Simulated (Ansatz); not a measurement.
A plane-wave DFT run in Ansatz 0.2.0 (scalar-relativistic PAW potentials unless the input names others): input and command.

```yaml
crystal:
  lattice:
    - [-0.0852631213, 1.7418037633, 1.7418037633]
    - [1.7418037633, -0.0852631213, 1.7418037633]
    - [1.7418037633, 1.7418037633, -0.0852631213]
  atoms:
    - { symbol: C, position: [0.5, 0.5, 0.5] }
    - { symbol: C, position: [0.75, 0.75, 0.75] }
basis:
  ecutwfc: 420
kpoints:
  mp_grid: { grid: [4, 4, 4] }
hamiltonian:
  xc: lda
scf:
  occupations: { method: gaussian, width: 0.05 }
  n_extra_bands: 16
output:
  forces: true
  eigenvalues: true
  stress: true
```

```bash
ansatz run input.yaml --threads 1 --pin off --max-ram 2560MiB --backend cpu --events-out ev --progress --plain --runs-dir out
```

Abridged log:
```
scf.n_extra_bands = 16 over 4 filled bands (N_el = 8.0): the run solves 20 bands
Pseudopotentials: kind: paw
Pseudopotential: C, paw, valence charge 4, recommended cutoff 420 eV (normal)
Functional definition: SPW92
Crystal: 2 atoms, lattice volume = 11.344 Å³
Basis set: ecut = 420 eV, 217 PW (Γ)
Bands: 20, of which v1, the nominal top of the filled ones, is band 4 counted from 1 (3 counted from 0)
Symmetry: 12 space group operations
Space group: R-3m (ITA 166), of the structure as read, at distance tolerance 2.2e-5 Å
k-points: 13 of 64
Initial density: superposition of atomic densities (neutral atoms: chi_scale 0, normalization atom), corrected by the library's trained network
Initial wavefunctions: pseudopotential atomic-orbital guess
Functional: x = slater, c = lda
SCF iter   1: F=—  HF=-485.699700 eV  |F-HF|=—  |Δ(HF+E_count)|=         —  Δρ=7.75e-3  dr2=2.04e-3  ethr=1.77e-3  ⟨swp⟩=5.0  Hψ=1149  notcnv=0  defer=79
SCF iter   2: F=—  HF=-485.698998 eV  |F-HF|=—  |Δ(HF+E_count)|=   7.03e-4  Δρ=3.63e-3  dr2=4.36e-4  ethr=2.55e-5  ⟨swp⟩=1.0  Hψ=364  notcnv=0  defer=99
SCF iter   3: F=—  HF=-485.698849 eV  |F-HF|=—  |Δ(HF+E_count)|=   1.48e-4  Δρ=2.26e-4  dr2=5.20e-6  ethr=5.46e-6  ⟨swp⟩=1.8  Hψ=159  notcnv=0  defer=99
SCF iter   4: F=—  HF=-485.698847 eV  |F-HF|=—  |Δ(HF+E_count)|=   2.27e-6  Δρ=8.05e-5  dr2=6.54e-7  ethr=6.50e-8  ⟨swp⟩=1.7  Hψ=163  notcnv=0  defer=99
SCF iter   5: F=-485.698847 eV  HF=-485.698847 eV  |F-HF|=1.01e-8  |Δ(HF+E_count)|=   2.56e-7  Δρ=1.32e-5  dr2=1.52e-8  ethr=8.17e-9  ⟨swp⟩=2.1  Hψ=179  notcnv=0  defer=99
SCF iter   6: F=-485.698847 eV  HF=-485.698847 eV  |F-HF|=1.27e-10  |Δ(HF+E_count)|=   7.20e-9  Δρ=1.59e-6  dr2=1.96e-10  ethr=1.90e-10  ⟨swp⟩=6.3  Hψ=1240  notcnv=0
SCF 1 converged in 6 iterations: F = -485.698847 eV  dr2 = 1.96e-10
SCF converged after 6 iterations
Free energy (F): -485.698847 eV
Harris-Foulkes:  -485.698847 eV  (|F-HF|=1.27e-10)
Internal energy: -485.698847 eV  (E = F + TS)
E sigma→0 (E₀):  -485.698847 eV
Fermi energy:    14.986230 eV
--- Forces (eV/Å), atoms counted from 1 ---
  atom   1  C     -0.33640696    -0.33640696    -0.33640696
  atom   2  C      0.33640696     0.33640696     0.33640696
--- Stress (GPa, compression-positive) ---
       -9.063759      28.238075      28.238075
       28.238075      -9.063759      28.238075
       28.238075      28.238075      -9.063759
  P = ⅓ Tr σ = -9.0638 GPa (-90.638 kbar)
```

Apart from outputs, the input differs from a reference run on usual settings in scf.n_extra_bands: not typed → 16; kpoints.mp_grid.grid: [12, 12, 12] → [4, 4, 4]. The reference, at the same geometry (not necessarily relaxed), gave pressure -10.02 GPa, largest force 0.539 eV/Å, gap on the mesh 3.74 eV. This run converged in 6 SCF iterations (reference: 6) with an energy at zero smearing 64.71 meV/atom above the reference's, pressure -9.06 GPa, largest force 0.583 eV/Å, gap on the mesh 3.72 eV. Its k mesh is looser than usual, and the result moved.

It took 0.57 s on 1 thread of Intel(R) Xeon(R) Processor @ 2.70GHz (shared host), peak memory 0.25 GiB.